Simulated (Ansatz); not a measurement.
Relaxation of a generated trial cell of HgTe in the AFLOW prototype AB_hP12_194_af_bf (as in MoC); 12 atoms in the cell, which starts as P6₃/mmc (No. 194), hP12; a = b = 4.718 Å, c = 22.900 Å, α = β = 90.00°, γ = 120.00°. These are PBE (plane waves to 420 eV, PAW, scalar-relativistic; Ansatz, a program for electronic structure) values and carry that method's errors. Γ-centred k-mesh 5×5×1 on the run's cell (coarser than for final values), Fermi–Dirac smearing 0.05 eV. This is the first round of the run. 

The optimiser's lines from the output (shortened; P is positive under compression):

```
relax step   1: F+E_penalty+E_count = -124771.67598481 eV  Δ(F+E_penalty+E_count) = +0.000e0 eV  max|allowed force component| = 1.095e-1 eV/Å  Δτ_max = 0.0000 Å  P = -5.422 GPa  Ω = 441.460 Å³  (8 SCF iters, dr2 threshold 1.00e-7 eV, accepted)
relax step   2: F+E_penalty+E_count = -124773.35890295 eV  Δ(F+E_penalty+E_count) = -1.683e0 eV  max|allowed force component| = 1.536e-1 eV/Å  Δτ_max = 0.0391 Å  P = -3.041 GPa  Ω = 382.916 Å³  (6 SCF iters, dr2 threshold 1.20e-6 eV, accepted)
relax step   3: F+E_penalty+E_count = -124773.66334778 eV  Δ(F+E_penalty+E_count) = -3.044e-1 eV  max|allowed force component| = 1.191e-1 eV/Å  Δτ_max = 0.0672 Å  P = +2.045 GPa  Ω = 337.360 Å³  (6 SCF iters, dr2 threshold 1.20e-6 eV, accepted)
relax step   4: F+E_penalty+E_count = -124773.74449439 eV  Δ(F+E_penalty+E_count) = -8.115e-2 eV  max|allowed force component| = 4.696e-2 eV/Å  Δτ_max = 0.0359 Å  P = -0.374 GPa  Ω = 353.741 Å³  (5 SCF iters, dr2 threshold 1.20e-6 eV, accepted)
relax step   5: F+E_penalty+E_count = -124773.74956548 eV  Δ(F+E_penalty+E_count) = -5.071e-3 eV  max|allowed force component| = 1.424e-2 eV/Å  Δτ_max = 0.0152 Å  P = -0.013 GPa  Ω = 350.964 Å³  (5 SCF iters, dr2 threshold 3.62e-7 eV, accepted)
relax step   6: F+E_penalty+E_count = -124773.74970669 eV  Δ(F+E_penalty+E_count) = -1.412e-4 eV  max|allowed force component| = 6.274e-4 eV/Å  Δτ_max = 0.0040 Å  P = +0.000 GPa  Ω = 350.818 Å³  (5 SCF iters, dr2 threshold 1.27e-8 eV, accepted)
relax step   7: F+E_penalty+E_count = -124773.73742498 eV  Δ(F+E_penalty+E_count) = +1.228e-2 eV  max|allowed force component| = 6.989e-4 eV/Å  Δτ_max = 0.0000 Å  P = -0.031 GPa  Ω = 350.818 Å³  stress off target by 3.61e-2 GPa  SCF on the basis re-selected at this cell (its energy is not comparable with the rows above)  (7 SCF iters)
relax step   8: F+E_penalty+E_count = -124773.73749978 eV  Δ(F+E_penalty+E_count) = -7.481e-5 eV  max|allowed force component| = 1.300e-4 eV/Å  Δτ_max = 0.0002 Å  P = -0.001 GPa  Ω = 350.590 Å³  (4 SCF iters, dr2 threshold 3.25e-9 eV, accepted)
relax step   9: F+E_penalty+E_count = -124773.73746197 eV  Δ(F+E_penalty+E_count) = +3.781e-5 eV  max|allowed force component| = 1.328e-4 eV/Å  Δτ_max = 0.0000 Å  P = -0.001 GPa  Ω = 350.590 Å³  stress off target by 1.90e-3 GPa  SCF on the basis re-selected at this cell (its energy is not comparable with the rows above)  (5 SCF iters)
```

From the first to the last row the energy changes by -0.17 eV/atom and the volume by -20.6 %. The last row is marked as not comparable with the walk above it, whose basis was carried along; it does compare with step 1, since both stand on a basis selected at the nominal cutoff for their own cell.

Later rounds, restarted from the end of this one on a renewed k-mesh, logged 3 more steps. The final structure after all rounds: P6₃/mmc (No. 194), hP12, AFLOW prototype AB_hP12_194_af_bf (as in MoC); a = b = 4.313 Å, c = 21.785 Å, α = β = 90.00°, γ = 120.00°. Between re-selections the logged energies stand on a plane-wave basis carried along with the cell. No spin polarisation in the result.

The run could not lose the symmetry of its start: the end is stationary, and may be a saddle point rather than a minimum.

The relaxed structure here is a generated cell of HgTe: the first start was made by placing the elements on the sites of a structure type, and the end was not matched to a known phase here, so it may be hypothetical. Known forms of HgTe include space group No. 216.
